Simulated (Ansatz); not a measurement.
Data:

SiMo3:
```xyz
8
Lattice="4.8831 0.0000 0.0000 0.0000 4.8831 0.0000 0.0000 0.0000 4.8831" Properties=species:S:1:pos:R:3 pbc="T T T"
Mo     1.2208     0.0000     2.4415
Mo     2.4415     3.6623     0.0000
Mo     3.6623     0.0000     2.4415
Mo     2.4415     1.2208     0.0000
Mo     0.0000     2.4415     3.6623
Mo     0.0000     2.4415     1.2208
Si     0.0000     0.0000     0.0000
Si     2.4415     2.4415     2.4415
```

This is the r²SCAN-relaxed structure.

**Question.** All from r²SCAN (plane waves, PAW; program Ansatz), unless another level is named. Give the electronic character.

**Answer.** metallic (no gap).

**Question.** Give the density of states at the Fermi level.

**Answer.** 0.41 states/eV per atom (mean over ±0.08 eV).

**Question.** And the formation energy from the elements (no fitted shifts)?

**Answer.** -0.33 eV/atom.

**Question.** What about the gap with spin–orbit coupling?

**Answer.** none (metallic).

Space group Pm-3n (A15 (Cr3Si type)). The r²SCAN relaxation kept the symmetry of its start; of distortions, only those at the zone centre were tested. No spin polarisation was allowed. The references are the lowest solids computed at this level, not always the standard phases. Spin–orbit coupling is left out wherever it is not named.

Potentials: the later of the program's two PAW sets.
